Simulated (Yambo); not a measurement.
Given:

```xyz
4
Lattice="-2.1342 3.1775 3.7177 2.1342 -3.1775 3.7177 2.1342 3.1775 -3.7177" Properties=species:S:1:pos:R:3 pbc="T T T"
O      0.0000     3.9188     0.0000
O      0.0000     2.4362     0.0000
Cs     0.0000     0.0000     1.8941
Cs     0.0000     0.0000     5.5414
```

Workflow: norm-conserving PBEsol (Quantum ESPRESSO, 84 Ry, without SOC), then G0W0 in Yambo (4×4×4 Γ-centred k mesh, 110 bands and a 6 Ry block in the screening, 110 bands in G with the Bruneval-Gonze terminator, plasmon pole fitted at 27.2 eV).

### Question
Give the PBEsol and G0W0 gaps between the band edges found on this mesh, and say where the edges lie.

### Answer
Edges: Γ → Γ. PBEsol: 1.87 eV; G0W0: 3.25 eV. The mesh misses an edge: along a dense path the PBEsol gap is 1.72 eV. Convergence of the G0W0 settings was not tested. 

Geometry relaxed with PBEsol.

The structure is a Materials Project entry; no match was found in the copy of COD used, and its stability was not checked.
